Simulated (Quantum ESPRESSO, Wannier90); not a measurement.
Wannier functions of RbAlF4 (P4/mmm)

```
begin unit_cell_cart
ang
    3.6466200000    0.0000000000    0.0000000000
    0.0000000000    3.6466200000    0.0000000000
    0.0000000000    0.0000000000    6.2733200000
end unit_cell_cart
begin atoms_frac
Rb   0.0000000000  0.0000000000  0.0000000000
Al   0.5000000000  0.5000000000  0.5000000000
F    0.5000000000  0.5000000000 -0.2183700000
F    0.5000000000  0.5000000000  0.2183700000
F    0.5000000000  0.0000000000  0.5000000000
F    0.0000000000  0.5000000000  0.5000000000
end atoms_frac
```

Cell from Materials Project (mp-5479), symmetrised, no further relaxation. COD (Crystallography Open Database) has the formula in 4 space groups, this one among them (matched by group alone). Method: PBEsol plane waves in Quantum ESPRESSO 7.5 (PseudoDojo norm-conserving files, 68 Ry, spinors with spin-orbit coupling), Bloch states on a 6×6×4 mesh through Γ, Wannier90 4.0.1. Density: 8×8×6 mesh, cold smearing 0.01 Ry.

Bands 11-40 form an isolated set from -7.55 to 0.00 eV relative to the valence-band maximum (on the path) and are turned into 30 Wannier functions by minimising the spread from the start: atomic waves F 2p, Rb 4p.

Where do the functions sit, how wide are they and what are they made of?


```tsv
functions	spread (Å²)	nearest atom, distance (Å)	second atom, distance (Å)	weight on atomic waves
4	0.98	Rb 0.00	F 2.92	Rb 4p 99 %
2	0.93	Rb 0.00	F 2.92	Rb 4p 99 %
8	0.60	F 0.02	Al 1.75	F 2p 97 %
4	0.59	F 0.02	Al 1.75	F 2p 96 %
4	0.58	F 0.00	Al 1.82	F 2p 93 %
4	0.56	F 0.00	Al 1.82	F 2p 96 %
4	0.57	F 0.00	Al 1.82	F 2p 95 %
```

Ω_I = 19.71 Å², Ω_total = 19.78 Å²; the interpolated bands follow pw.x to 0.2 meV rms on the path. Only this start was tried; a symmetric start can stop on a saddle, and mixtures of these functions could lower the total by at most Ω_total − Ω_I.
